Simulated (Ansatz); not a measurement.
Input:

ScAl:
```cif
data_Al2Sc2
_chemical_formula_sum 'Sc2 Al2'
_space_group_name_H-M_alt 'P 1'
_space_group_IT_number 1
_cell_length_a 5.77442
_cell_length_b 5.77442
_cell_length_c 4.34354
_cell_angle_alpha 90.000
_cell_angle_beta 90.000
_cell_angle_gamma 146.169
loop_
_space_group_symop_operation_xyz
  'x, y, z'
loop_
_atom_site_label
_atom_site_type_symbol
_atom_site_fract_x
_atom_site_fract_y
_atom_site_fract_z
_atom_site_occupancy
Sc1 Sc 0.83947 0.16053 0.75000 1
Sc2 Sc 0.16053 0.83947 0.25000 1
Al1 Al 0.56972 0.43028 0.75000 1
Al2 Al 0.43028 0.56972 0.25000 1
```

This is the r²SCAN-relaxed structure.

### Question
All from plane-wave PAW r²SCAN (Ansatz code), unless another level is named. Estimate the bulk modulus (Birch–Murnaghan fit).

### Answer
75.1 GPa.

### Question
And the highest zone-centre frequency?

### Answer
356 cm^-1.

Space group Cmcm. The first step of the workflow began from a Materials Project structure, measured or hypothetical; the Crystallography Open Database copy checked does not list it. Its standing as an ambient phase is unchecked. The r²SCAN relaxation kept the symmetry of its start; its stability against distortions is not shown here. No spin polarisation was allowed. As this level gives no gap, phonon frequencies hold no LO–TO term and depend on the k-mesh and smearing (Fermi–Dirac, 0.1 eV here).

Potentials: the later of the program's two PAW sets.
